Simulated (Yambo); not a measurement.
Yambo run on LiHF$_{2}$ (space group R-3m, No. 166). The wavefunctions are PBEsol (Quantum ESPRESSO, PseudoDojo norm-conserving, 84 Ry, without SOC) ones on a 6×6×6 mesh (9 occupied bands); a = b = c = 4.7162 Å, α = β = γ = 36.94°.

Yambo input:

```
rim_cut
HF_and_locXC
RandQpts= 1000000
RandGvec= 1 Ry
EXXRLvcs= 84 Ry
VXCRLvcs= 336 Ry
% QPkrange
 1 | 1 | 9 | 10 |
 4 | 4 | 9 | 10 |
 13 | 13 | 9 | 10 |
 32 | 32 | 9 | 10 |
%
```

k points by index: 1 = Γ, 4 = L, 13 = F, 32 = Z.

Resulting energies as the program prints them:

```
#    K-point    Band    Eo [eV]    Ehf [eV]    Vxc [eV]    Vnlxc [eV]
#
    1    9    -0.198473    -8.373571    -22.64562    -30.82072
    1    10    8.143352    12.58148    -10.28630    -5.848181
    4    9    -0.524811    -7.904332    -22.97365    -30.35317
    4    10    11.58230    16.72666    -10.59331    -5.448950
    13    9    -0.127241    -8.291146    -22.69154    -30.85544
    13    10    13.56380    18.45821    -10.75048    -5.856061
    32    9    0.000000    -8.119199    -22.85763    -30.97682
    32    10    9.133021    13.64392    -9.628737    -5.117843
```
Exchange alone, without screening.

Geometry relaxed with PBE+D3(BJ).

The structure is a Materials Project entry; no match was found in the copy of COD used, and its stability was not checked.
